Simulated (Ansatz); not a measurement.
TaAs:
```xyz
4
Lattice="-1.7206 1.7206 5.8582 1.7206 -1.7206 5.8582 1.7206 1.7206 -5.8582" Properties=species:S:1:pos:R:3 pbc="T T T"
Ta     0.0000     1.7206     2.9292
Ta     0.0000     0.0000     0.0001
As     1.7206     0.0000     3.8968
As     0.0000     0.0000     6.8259
```

Relaxed with r²SCAN. Special points in fractions of this cell's reciprocal vectors: Γ (0.000, 0.000, 0.000); X (0.000, 0.000, 0.500); P (0.250, 0.250, 0.250); N (0.000, 0.500, 0.000); M (0.500, 0.500, -0.500); S (0.272, 0.728, -0.272); S0 (-0.272, 0.272, 0.272); R (-0.043, 0.043, 0.500); G (0.500, 0.500, -0.043).

**Question.** List the band energies nearest the Fermi level at these points for r²SCAN with spin–orbit coupling (plane waves, PAW; program Ansatz).

**Answer.** In eV from the Fermi level; about four levels below and three above (degenerate sets whole), none deeper than 8.9 eV; points with the same levels are listed once.

```json
[
 {"k": "Γ", "below": "-1.96 -1.96 -1.76 -1.76", "above": "0.93 0.93 1.63 1.63"},
 {"k": "X", "below": "-1.37 -1.37 -1.29 -1.29", "above": "2.90 2.90 2.92 2.92"},
 {"k": "P", "below": "-1.39 -1.39 -1.31 -1.22", "above": "2.90 2.90 2.93"},
 {"k": "N", "below": "-1.75 -1.75 -0.40 -0.40", "above": "0.14 0.14 1.40 1.40"},
 {"k": "M", "below": "-1.19 -1.19 -1.19 -1.19", "above": "1.25 1.25 1.25 1.25"},
 {"k": "S", "below": "-1.98 -1.90 -0.33 -0.05", "above": "0.01 0.12 1.72"},
 {"k": "R", "below": "-1.38 -1.38 -1.31 -1.31", "above": "2.69 2.69 2.81 2.81"}
]
```

Space group I4_1md. Symmetry was held in the r²SCAN relaxation. No spin polarisation was allowed. A small band overlap can be real or an error of a semilocal functional. The Fermi level of a semimetal is unsure by some 0.05 eV on such meshes.

Potentials: the earlier of the program's two PAW sets.
